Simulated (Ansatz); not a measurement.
Sb2Au:
```
Sb2Au
1.0
    6.67390     0.00000     0.00000
    0.00000     6.67390     0.00000
    0.00000     0.00000     6.67390
Sb Au
8 4
Direct
  0.37505   0.12495   0.87505
  0.62495   0.87505   0.12495
  0.12495   0.87505   0.37505
  0.87505   0.12495   0.62495
  0.87505   0.37505   0.12495
  0.12495   0.62495   0.87505
  0.62495   0.62495   0.62495
  0.37505   0.37505   0.37505
  0.00000   0.50000   0.50000
  0.50000   0.50000   0.00000
  0.50000   0.00000   0.50000
  0.00000   0.00000   0.00000
```

Relaxed with PBEsol. Special points in fractions of this cell's reciprocal vectors: Γ (0.000, 0.000, 0.000); X (0.000, 0.500, 0.000); M (0.500, 0.500, 0.000); R (0.500, 0.500, 0.500); X1 (0.500, 0.000, 0.000).

**Question.** List the band energies nearest the Fermi level at these points for plane-wave PAW PBEsol (Ansatz code).

**Answer.** In eV from the Fermi level; about four levels below and three above (degenerate sets whole), none deeper than 8.9 eV; points with the same levels are listed once.

```json
[
 {"k": "Γ", "below": "-1.42 -1.42 -1.42 -0.92 -0.92 -0.92", "above": "0.74 1.94 1.94 1.94"},
 {"k": "X", "below": "-1.24 -1.24 -0.25 -0.25", "above": "0.54 0.54 1.15 1.15"},
 {"k": "M", "below": "-1.33 -1.33 -1.33 -1.33", "above": "0.56 0.56 0.56 0.56"},
 {"k": "R", "below": "-1.02 -1.02 -1.02 -1.02", "above": "1.42 1.42 1.42 1.42"}
]
```

Space group Pa-3. The workflow started from a Materials Project entry (that database holds measured and hypothetical structures alike); the Crystallography Open Database files this formula in space group No. 205, but the cells were not matched. Whether it is the stable phase at ambient conditions was not checked. Symmetry was held in the PBEsol relaxation; its stability against distortions is not shown here. Spin–orbit coupling is left out wherever it is not named.

Potentials: the later of the program's two PAW sets.
